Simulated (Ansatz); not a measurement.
Consider the following.

SiC:
```yaml
crystal:
  lattice:
    - [3.09412, 0.00000, 0.00000]
    - [-1.54706, 2.67959, 0.00000]
    - [0.00000, 0.00000, 10.12915]
  atoms:
    - { symbol: Si, position: [0.66667, 0.33333, 0.93784] }
    - { symbol: Si, position: [0.33333, 0.66667, 0.43784] }
    - { symbol: Si, position: [0.00000, 0.00000, 0.68790] }
    - { symbol: Si, position: [0.00000, 0.00000, 0.18790] }
    - { symbol: C, position: [0.66667, 0.33333, 0.74980] }
    - { symbol: C, position: [0.33333, 0.66667, 0.24980] }
    - { symbol: C, position: [0.00000, 0.00000, 0.50044] }
    - { symbol: C, position: [0.00000, 0.00000, 0.00044] }
```

This is the PBE-relaxed structure. x, y and z are the axes in which the lattice vectors are written.

### Question
All from the program Ansatz at the PBE level (PAW), unless another level is named. Give the electron effective mass.

### Answer
0.28, 0.31, 0.57 mₑ (principal values).

### Question
Predict the hole effective mass, band 2 of 2 at the edge.

### Answer
0.30 along x, 1.6 along z (mₑ).

### Question
And the formation energy from the elements (no fitted shifts)?

### Answer
-0.20 eV/atom.

### Question
What about the smallest direct gap on the standard path?

### Answer
3.34 eV.

Space group P6_3mc (4H polytype). The cell was relaxed with PBE under the symmetry of its start. The references are the lowest solids computed at this level, not always the standard phases.

Potentials: the earlier of the program's two PAW sets.
